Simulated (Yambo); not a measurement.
```xyz
2
Lattice="0.0000 3.0377 3.0377 3.0377 0.0000 3.0377 3.0377 3.0377 0.0000" Properties=species:S:1:pos:R:3 pbc="T T T"
Cl     3.0377     3.0377     3.0377
K      0.0000     0.0000     0.0000
```

Cell and atoms were relaxed with LDA from Materials Project entry mp-23193, within its symmetry.

Q: Where are the main features of Im ε from RPA with local fields on LDA bands shifted by a G0W0 scissor of 3.30 eV (Yambo; 10×10×10 mesh, 42 bands, 4 Ry local-field block, 0.2 eV broadening; field along x)?

A: Peaks at 11.2 eV (2.9), 14.0 eV (2.5), 14.6 eV (2.6), 17.4 eV (0.9), heights in brackets. Peak heights and small wiggles depend on the k mesh. Convergence of the RPA response with its 10×10×10 mesh was not tested. The scissor comes from a G0W0 run whose convergence isn't established. No excitonic effects at this level.
